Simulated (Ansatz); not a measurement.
A geometry of ZnSnN$_{2}$ away from equilibrium: step 2 of the relaxation of a generated cell, ZnSnN2 built in the beta-NaFeO2 structure type. All values below come from r2SCAN (plane waves to 500 eV, PAW, scalar-relativistic; Ansatz, a first-principles code). Γ-centred k-mesh 3×3×4 on the run's cell (coarser than for final values), Fermi–Dirac smearing 0.05 eV.

```xyz
16
Lattice="5.8862 0.0000 0.0000 0.0000 6.8101 0.0000 0.0000 0.0000 5.4922" Properties=species:S:1:pos:R:3:forces:R:3 pbc="T T T" free_energy=-40536.933 pressure_GPa=-1.6
Zn     0.4908     4.2619    -0.0077   -0.0045   -0.0489    0.0987
Zn     5.3953     2.5482     2.7384    0.0045    0.0489    0.0987
Zn     3.4339     5.9533    -0.0077   -0.0045    0.0489    0.0987
Zn     2.4523     0.8568     2.7384    0.0045   -0.0489    0.0987
Sn     0.5141     0.8518     0.0061    0.0675   -0.0016    0.0943
Sn     5.3720     5.9583     2.7521   -0.0675    0.0016    0.0943
Sn     3.4572     2.5532     0.0061    0.0675    0.0016    0.0943
Sn     2.4290     4.2569     2.7521   -0.0675   -0.0016    0.0943
N      0.4529     0.8178     2.0678    0.3121    0.5699    0.3093
N      5.4333     5.9923     4.8139   -0.3121   -0.5699    0.3093
N      3.3959     2.5872     2.0678    0.3121   -0.5699    0.3093
N      2.4902     4.2229     4.8139   -0.3121    0.5699    0.3093
N      0.4877     4.2924     2.1078   -0.2101   -0.6290   -0.5023
N      5.3984     2.5177     4.8539    0.2101    0.6290   -0.5023
N      3.4308     5.9228     2.1078   -0.2101    0.6290   -0.5023
N      2.4553     0.8874     4.8539    0.2101   -0.6290   -0.5023
```

Positions in Å, forces in eV/Å, free energy of the cell in eV (comparable only within this code, potentials and settings). Largest force: 0.83 eV/Å, on N13, N14, N15, N16 (atoms numbered as listed); the geometry lies 0.01 eV/atom above the end of its relaxation.

No spin polarisation in the result.

The run could not lose the symmetry of its start.

The first start was generated by placing the elements on the sites of a structure type. Materials Project lists a structure of ZnSnN2 in the same space group, Pna2₁ (No. 33); the sites were not compared with it, nor with measured phases.
